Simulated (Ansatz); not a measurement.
# Step by step: LuSi₂, relaxation of cell and atoms

Computed with DFT, LDA, PAW with Ansatz's default frozen-core files, scalar-relativistic (Ansatz 0.2.0).

Command: `ansatz run input.yaml --threads 1 --pin off --max-ram 3072MiB --backend cpu --events-out ev --progress --plain --runs-dir out` The run took about 26 s on 1 thread of a shared machine.

```yaml
crystal:
  lattice:
    - [3.6734479077, 0.0, 0.0]
    - [-1.8367239538, 3.1812992075, 0.0]
    - [0.0, 0.0, 3.9673237403]
  atoms:
    - { symbol: Lu, position: [0.0, 0.0, 0.0] }
    - { symbol: Si, position: [0.3333333333, 0.6666666667, 0.5] }
    - { symbol: Si, position: [0.6666666667, 0.3333333333, 0.5] }
kpoints:
  mp_grid: { grid: [10, 10, 8] }
scf:
  occupations: { method: fermi_dirac, width: 0.05 }
hamiltonian:
  xc: lda
  pseudopotentials: { kind: paw }
output:
  forces: true
  stress: true
  efg: { contact_densities: true }
  write_density: true
  write_potential: true
  elf: true
  volumetric_format: npy
relax:
  f_tol: 0.005
  max_steps: 80
  cell: {}
```

Spin–orbit coupling is left out, though it moves levels of the heavy atoms by tenths of an eV or more.

The geometry is COD entry 4344350, unchecked; take it as a test cell. The listed cell was then made from it by scaling, straining or moving an atom.

The cutoff is 420 eV; energies and pressures of the walk include the program's estimate of the Pulay term. The PAW files were made with PBE; their cores are remade for this functional.

Each frame lists the cell vectors (Å), then Cartesian positions (Å); symmetry keeps all forces zero. Free energies count from the first step, -15711.0834 eV.

The walk took 9 evaluations in all; steps that aren't listed are left out.

Step 1: E = 0.0 meV, P = 20.07 GPa

```
cell 3.6734 0.0000 0.0000 -1.8367 3.1813 0.0000 0.0000 0.0000 3.9673
Lu    0.0000    0.0000    0.0000
Si    0.0000    2.1209    1.9837
Si    1.8367    1.0604    1.9837
```

Step 2: E = -571.6 meV, P = 4.99 GPa

```
cell 3.8545 0.0000 0.0000 -1.9273 3.3381 0.0000 0.0000 0.0000 3.8762
Lu    0.0000    0.0000    0.0000
Si    0.0000    2.2254    1.9381
Si    1.9273    1.1127    1.9381
```

Step 3:

```
cell 3.9436 0.0000 0.0000 -1.9718 3.4153 0.0000 0.0000 0.0000 3.6836
Lu    0.0000    0.0000    0.0000
Si    0.0000    2.2769    1.8418
Si    1.9718    1.1384    1.8418
```

Step 4: E = -709.2 meV, P = 0.38 GPa

```
cell 4.0029 0.0000 0.0000 -2.0015 3.4666 0.0000 0.0000 0.0000 3.6775
Lu    0.0000    0.0000    0.0000
Si    0.0000    2.3111    1.8388
Si    2.0015    1.1555    1.8388
```

Step 5: E = -710.1 meV, P = -0.09 GPa

```
cell 4.0241 0.0000 0.0000 -2.0120 3.4849 0.0000 0.0000 0.0000 3.6487
Lu    0.0000    0.0000    0.0000
Si    0.0000    2.3233    1.8244
Si    2.0120    1.1616    1.8244
```

Step 6: E = -710.3 meV, P = 0.00 GPa

```
cell 4.0181 0.0000 0.0000 -2.0091 3.4798 0.0000 0.0000 0.0000 3.6584
Lu    0.0000    0.0000    0.0000
Si    0.0000    2.3199    1.8292
Si    2.0091    1.1599    1.8292
```

Step 7: E = -717.2 meV, P = 0.12 GPa (the cell of the step before, solved again on a basis chosen afresh, hence the jump)

**Question.** Give the energy, pressure of step 3.

**Answer.** E = -684.7 meV, P = 3.74 GPa
```
Lu    0.0000    0.0000    0.0000
Si    0.0000    2.2769    1.8418
Si    1.9718    1.1384    1.8418
```

**Question.** How does the relaxation end?

**Answer.** It converges, with a = 4.022 Å, b = 4.022 Å, c = 3.655 Å, α = 90.00°, β = 90.00°, γ = 120.00° (conventional cell, space group P6/mmm). The last solve (on a basis chosen afresh for the final cell, so its energy is not quite comparable) gives E = -717.2 meV, P = 0.01 GPa:
```
cell 4.0217 0.0000 0.0000 -2.0109 3.4829 0.0000 0.0000 0.0000 3.6550
Lu    0.0000    0.0000    0.0000
Si    0.0000    2.3219    1.8275
Si    2.0109    1.1610    1.8275
```
